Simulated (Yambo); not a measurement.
# Convergence of the G0W0 gap of YOF

G0W0@PBEsol for YOF (space group P4/nmm, No. 129) in Yambo. Reference settings: 4×4×2 Γ-centred k mesh, 156 bands and a 8 Ry block in the screening, 156 bands in G with the Bruneval-Gonze terminator, plasmon pole fitted at 27.2 eV. The PBEsol gap (0.25, 0.25, -0.5) → Γ on this mesh is 4.95 eV; G0W0 gaps are taken between the same points.

```tsv
change from the reference	G0W0 gap (0.25, 0.25, -0.5) → Γ (eV)	shift of the valence edge (eV)
reference settings	6.62	-0.92
7 Ry block	6.55	-0.87
pole fitted at 55 eV	6.64	-1.00
62 bands in G, no terminator	6.29	-0.17
102 bands in G, no terminator	6.42	-0.51
```

The reference isn't shown to be the converged limit.

Geometry of the Materials Project entry, not relaxed at this level; primitive cell a = b = 3.8323 Å, c = 5.4467 Å, α = β = γ = 90.00°.

The structure is a Materials Project entry; no match was found in the copy of COD used, and its stability was not checked.

A shift is the quasiparticle energy of the state minus its PBEsol energy.
